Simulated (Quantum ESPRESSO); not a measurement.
# NMR parameters of MgF₂ (changed cell)

```xyz
6
Lattice="4.5690 0.0000 0.0000 0.0000 4.5690 0.0000 0.0000 0.0000 3.1087" Properties=species:S:1:pos:R:3 pbc="T T T"
Mg     2.2845     2.2845     1.5544
Mg     0.0000     0.0000     0.0000
F      3.1821     3.1821     0.0000
F      1.3870     1.3870     0.0000
F      3.6715     0.8976     1.5544
F      0.8976     3.6715     1.5544
```
The cell was made here from a computed Materials Project entry: strained by +2 % along the unique axis and by -1 % across it, atoms relaxed (PBE without dispersion, pw.x of a modified build of Quantum ESPRESSO, symmetry kept). The parent is MgF2 in P4₂/mnm. Stability against distortions was not tested.

Shieldings are absolute and leave out the bulk-susceptibility term; a larger σ means a smaller chemical shift. By our sweeps, such settings leave a few ppm in absolute σ. The datasets of Mg hold no d projectors, which limits absolute σ on these atoms.

Ω = σ33 − σ11 of the symmetric part; where symmetry doesn't make it nil, it is less certain than σ_iso.

Question: What do the calculations give at each independent site (shieldings by GIPAW with PBE in Quantum ESPRESSO, on JTH PAW datasets, 22.5 Ha, k-mesh 3×3×5 shifted, f-sum rule met within 0.004 %)?

Answer: 
| site | site symmetry | σ_iso (ppm) | span Ω (ppm) |
|---|---|---|---|
| Mg (atoms 1, 2) | mmm | 557 | 15 |
| F (atoms 3, 4, 5, 6) | m2m | 354 | 37 |
